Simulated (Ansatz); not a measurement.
Given:

CF₄:
Space group C2/c (No. 15); a = 8.329 Å, b = 4.212 Å, c = 8.274 Å, α = 90.00°, β = 119.86°, γ = 90.00°

```json
[
 {"atom": "F", "site": "8f", "symmetry": "1", "x": "0.1088", "y": "0.4973", "z": "0.3942"},
 {"atom": "C", "site": "4e", "symmetry": "2", "x": "0.0000", "y": "0.3156", "z": "0.2500"},
 {"atom": "F", "site": "8f", "symmetry": "1", "x": "0.1025", "y": "0.1343", "z": "0.2062"}
]
```
(The calculation used a cell of 10 atoms; values per cell refer to that cell.)

This is the r²SCAN+D4-relaxed structure.

All from plane-wave PAW r²SCAN+D4 (Ansatz code), unless another level is named. Predict the HSE06 gap on the r²SCAN+D4 cell.

11.98 eV.

Predict the band gap.

10.48 eV (indirect).

And the hole effective mass?

4.2, 13, 22 mₑ (principal values).

And the electron effective mass?

0.67 mₑ (isotropic).

Give the conduction-band minimum.

at Γ.

The workflow started from an entry of the Crystallography Open Database (COD). Symmetry was held in the r²SCAN+D4 relaxation; whether a distortion lowers the energy is not shown. The substance is a gas or liquid at ambient conditions.

Potentials: the later of the program's two PAW sets.
